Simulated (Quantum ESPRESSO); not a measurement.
# Ti2YZrO7F: convergence and cost over cutoff and k mesh

Computed values, not a measurement. The program is pw.x of Quantum ESPRESSO 7.5 (plane-wave density functional theory). The cell is made up: 12 atoms on a fluorite lattice, with randomly drawn elements, strain and displacements, not relaxed. PseudoDojo standard norm-conserving files (v0.5 for PBE, v0.4.1 for LDA and PBEsol) set the functional; there is no spin polarisation, spin-orbit coupling or dispersion term, and the masses in the input are unused placeholders.

Input of the run in row 4:

```
&control calculation='scf', pseudo_dir='./dojo.nc.sr.pbe.v0_5.standard.upf', outdir='./o', disk_io='low', tprnfor=.true., tstress=.true. /
&system ibrav=0, nat=12, ntyp=5, nbnd=54, ecutwfc=84.00895049, nosym=.true., tot_charge=0,
 occupations='smearing', smearing='fd', degauss=0.0018374661
/
&electrons conv_thr=7.350e-09, electron_maxstep=60, /
ATOMIC_SPECIES
F 1.0 F.upf
O 1.0 O.upf
Ti 1.0 Ti.upf
Y 1.0 Y.upf
Zr 1.0 Zr.upf
CELL_PARAMETERS angstrom
4.9879 -0.0243 -0.006
-0.0243 4.8608 -0.0143
-0.006 -0.0143 4.914
ATOMIC_POSITIONS angstrom
Ti 0.0124 -0.0064 0.0129
Ti -0.029 2.4211 2.4301
Y 2.4798 0.0029 2.4404
Zr 2.4779 2.3831 0.0128
O 1.2367 1.1787 1.25
F 1.2193 1.1836 3.6983
O 1.2115 3.6561 1.1902
O 1.1985 3.6719 3.6914
O 3.7282 1.1922 1.2504
O 3.7685 1.2164 3.6816
O 3.741 3.6337 1.1985
O 3.7081 3.6582 3.6791
K_POINTS automatic
5 5 5 1 1 1
```

The same cell was run at these settings. Meshes are shifted by half a step, and differences are from the last row, which is itself not exact.

| cutoff (eV) | k mesh | k points solved | threshold (eV) | free energy less the last row's (eV) | pressure (GPa) | largest stress difference (GPa) | largest force difference (eV/Å) | iterations | wall time (s) | k-point pools | processor |
| --- | --- | --- | --- | --- | --- | --- | --- | --- | --- | --- | --- |
| 800 | 2 x 2 x 2 | 4 | 1e-04 | 1.225 | 6.32 | 15.74 | 0.064 | 15 | 68 | 1 | AMD EPYC, Zen 5 class |
| 1143 | 2 x 2 x 2 | 4 | 1e-07 | -0.292 | 21.17 | 0.78 | 0.101 | 22 | 32 | 4 | Intel Xeon, 2023 or later |
| 592 | 5 x 5 x 5 | 63 | 1e-07 | 16.650 | -65.59 | 87.62 | 0.296 | 22 | 98 | 4 | Intel Xeon, 2023 or later |
| 1143 | 5 x 5 x 5 | 63 | 1e-07 | 0.002 | 21.86 | 0.04 | 0.002 | 19 | 257 | 4 | Intel Xeon, 2023 or later |
| 1467 | 7 x 7 x 7 | 172 | 1e-07 | 0.000 | 21.90 | 0.00 | 0.000 | 20 | 1166 | 4 | Intel Xeon, 2023 or later |

Each pool is one process. Wall times include start-up and a band step at six k points, which weighs most on the coarsest meshes. The runs were on shared virtual cores whose load varied, so times are rough.